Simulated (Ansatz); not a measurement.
MgSe in space group P4_2/mmc (No. 131; Mg on 2c, Se on 2e) under volume change, plane-wave PAW HSE06 (Ansatz code), shape and atoms relaxed at each volume.

```json
[
 {"V (Å³/atom)": "24.523", "E − E(relaxed) (meV/atom)": "33.5", "P (GPa)": "4.76"},
 {"V (Å³/atom)": "25.331", "E − E(relaxed) (meV/atom)": "14.1", "P (GPa)": "2.94"},
 {"V (Å³/atom)": "26.140", "E − E(relaxed) (meV/atom)": "3.4", "P (GPa)": "1.36"},
 {"V (Å³/atom)": "26.948", "E − E(relaxed) (meV/atom)": "0.0", "P (GPa)": "0.00"},
 {"V (Å³/atom)": "27.756", "E − E(relaxed) (meV/atom)": "3.0", "P (GPa)": "-1.18"},
 {"V (Å³/atom)": "28.565", "E − E(relaxed) (meV/atom)": "11.6", "P (GPa)": "-2.20"},
 {"V (Å³/atom)": "29.373", "E − E(relaxed) (meV/atom)": "25.0", "P (GPa)": "-3.09"}
]
```

Question: What does a third-order Birch–Murnaghan fit give for V₀, B₀ and B′?

Answer: V₀ = 26.95 Å³/atom, B₀ = 42.2 GPa, B′ = 3.8.

The cell is a constructed one: a structure type filled with these elements; neither database checked (COD, Materials Project) lists it. COD files the formula under space group No. 225, so this cell is another polymorph or a model. Its standing as an ambient phase is unchecked. The cell was relaxed with HSE06 under the symmetry of its start; whether a distortion lowers the energy is not shown.

Potentials: the later of the program's two PAW sets.
